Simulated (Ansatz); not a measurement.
Mo$_{3}$Os:
```
Mo3Os
1.0
    4.96876     0.00000     0.00000
    0.00000     4.96876     0.00000
    0.00000     0.00000     4.96876
Mo Os
6 2
Direct
  0.25000   0.00000   0.50000
  0.75000   0.00000   0.50000
  0.50000   0.75000   0.00000
  0.50000   0.25000   0.00000
  0.00000   0.50000   0.75000
  0.00000   0.50000   0.25000
  0.00000   0.00000   0.00000
  0.50000   0.50000   0.50000
```

Relaxed with r²SCAN.

Give the Bader charges and basin volumes of the independent atoms, DFT-r²SCAN in the program Ansatz with PAW potentials.



```
atom  Bader charge (e)  Bader volume (Å³)
----  ----------------  -----------------
Mo1              +0.45               14.1
Os7              -1.36               19.1
```

Space group Pm-3n (A15 (Cr3Si type)). The first step of the workflow began from a Materials Project structure, measured or hypothetical; the Crystallography Open Database files this formula in space group No. 223, but the cells were not matched. Its standing as an ambient phase is unchecked. Symmetry was held in the r²SCAN relaxation; whether a distortion lowers the energy is not shown. The run is not spin-polarised. Scalar-relativistic: spin–orbit coupling is off unless named, which matters more the heavier the elements.

Potentials: the later of the program's two PAW sets.
